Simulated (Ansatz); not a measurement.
This is a single-point calculation with the plane-wave code Ansatz on SnSe2 (CdI2 type); the level of theory is r2SCAN. The cell was relaxed with r2SCAN+rVV10 and then strained (isotropic +4.0 % on every length), with the atoms relaxed again with r2SCAN+rVV10; k points keep the names of the unstrained zone.

The input:
```yaml
crystal:
  lattice:
    - [3.978155303, 0.0, 0.0]
    - [-1.9890776515, 3.4451835526, 0.0]
    - [0.0, 0.0, 6.4761622269]
  atoms:
    - { symbol: Sn, position: [0.0, 0.0, 0.0] }
    - { symbol: Se, position: [0.3333333333, 0.6666666667, 0.2367657858] }
    - { symbol: Se, position: [0.6666666667, 0.3333333333, 0.7632342142] }
kpoints:
  mp_grid: { grid: [12, 12, 4] }
  band_path:
    path:
      - [0.0, 0.0, 0.0]
      - [0.5, 0.0, 0.0]
      - [0.3333333333, 0.3333333333, 0.0]
      - [0.0, 0.0, 0.5]
      - [0.5, 0.0, 0.5]
      - [0.3333333333, 0.3333333333, 0.5]
      - [-0.083333, 0.166667, 0.0]
    npoints: 1
hamiltonian:
  xc: r2scan
scf:
  occupations: { method: fixed }
  n_extra_bands: 4
output:
  forces: true
  stress: true
  eigenvalues: true
```

Run as `ansatz run input.yaml --threads 2 --pin off --max-ram 29491MiB --backend cpu --events-out ev --progress --plain --runs-dir out`. It took 8 s on 2 threads of AMD EPYC 7R13 Processor (Zen 3) (shared host), load about 0.6 per core; peak host memory 0.78 GiB.

Problem. What will the output look like, and what does it show?

Solution. The output, standing remarks left out:
```
Functional definition: r2SCAN
Crystal: 3 atoms, lattice volume = 88.759 Å³
Basis set: ecut = 500 eV, 2273 PW (Γ)
Bands: 27, of which v1, the nominal top of the filled ones, is band 23 counted from 1 (22 counted from 0)
Symmetry: 12 space group operations
Space group: P-3m1 (ITA 164)
k-points: 69 of 576
SCF iter   1: HF=-16996.089835 eV  Δρ=6.33e-3  dr2=6.64e-2
preconditioner: auto → Resta (q_TF=auto, 2.445 Å⁻¹)  ε∞=2.6  [insulator: Δε(μ)=1.055 eV  ℏωp=20.1 eV]
SCF iter   2: HF=-16996.094862 eV  Δρ=2.77e-3  dr2=5.44e-3
SCF iter   3: HF=-16996.095321 eV  Δρ=1.08e-3  dr2=7.28e-4
SCF iter   4: HF=-16996.095409 eV  Δρ=1.98e-4  dr2=2.44e-5
SCF iter   5: HF=-16996.095415 eV  Δρ=6.26e-5  dr2=2.53e-6
SCF iter   6: HF=-16996.095416 eV  Δρ=8.25e-6  dr2=9.84e-8
SCF 1 converged in 6 iterations: F = -16996.095416 eV  dr2 = 9.84e-8
SCF converged after 6 iterations
Free energy (F): -16996.095416 eV
Fermi energy:    5.903252 eV
--- Forces (eV/Å), atoms counted from 1 ---
  atom   1  Sn      0.00000      0.00000      0.00000
  atom   2  Se      0.00000      0.00000    -0.01880
  atom   3  Se      0.00000      0.00000      0.01880
--- Stress (GPa, compression-positive) ---
       -3.950103       0.000000       0.000000
        0.000000      -3.950103       0.000000
        0.000000       0.000000      -0.392815
  P = ⅓ Tr σ = -2.7643 GPa (-27.643 kbar)
```
Only the leading digits can be foreseen; the rest is this run's record.

The file bands.tsv (bands near the Fermi energy, numbered from 0, rounded):
```tsv
# k_distance	band_18	band_19	band_20	band_21	band_22	band_23	band_24	band_25	band_26
# fermi_ev = 5.903252
# [0, 0, 0] at k_distance = 0.000000
# [0.5, 0, 0] at k_distance = 0.911880
# [0.3333333333, 0.3333333333, 0] at k_distance = 1.438354
# [0, 0, 0.5] at k_distance = 2.597673
# [0.5, 0, 0.5] at k_distance = 3.509553
# [0.3333333333, 0.3333333333, 0.5] at k_distance = 4.036027
# [-0.083333, 0.166667, 0] at k_distance = 5.101925
# levels_relative_to = fermi_ev
0.000	-0.758	-0.758	-0.429	-0.429	-0.009	1.000	3.161	4.725	4.725
0.912	-4.045	-2.500	-2.358	-0.744	-0.332	1.162	4.207	5.875	6.222
1.438	-3.386	-3.386	-2.994	-1.045	-1.045	1.772	6.747	6.747	7.058
2.598	-1.426	-0.809	-0.809	-0.344	-0.344	2.036	3.109	4.559	4.559
3.510	-4.321	-2.404	-1.771	-0.598	-0.555	1.024	4.630	5.546	6.416
4.036	-3.697	-3.697	-3.221	-0.326	-0.326	2.432	5.381	5.381	6.579
5.102	-2.047	-1.744	-0.659	-0.505	0.000	2.019	4.060	4.442	5.192
```
In order the rows are Γ, M, K, A, L, H, Γ–K (0.25).

r2SCAN gives an indirect gap of 0.99 eV, from Γ–K (0.25 of the way from Γ) to k = (0, -1/2, 1/4); the least direct gap is 1.01 eV at Γ. Least and direct gap differ so little that the kind isn't settled. The gap is the least over the mesh and the extra points. The mean pressure at these positions is -2.76 GPa, compression counted positive.

(Simulation; spin polarisation is off.)

No spin-orbit coupling is included; it can move band edges with weight on the heavy atoms by tenths of an eV.
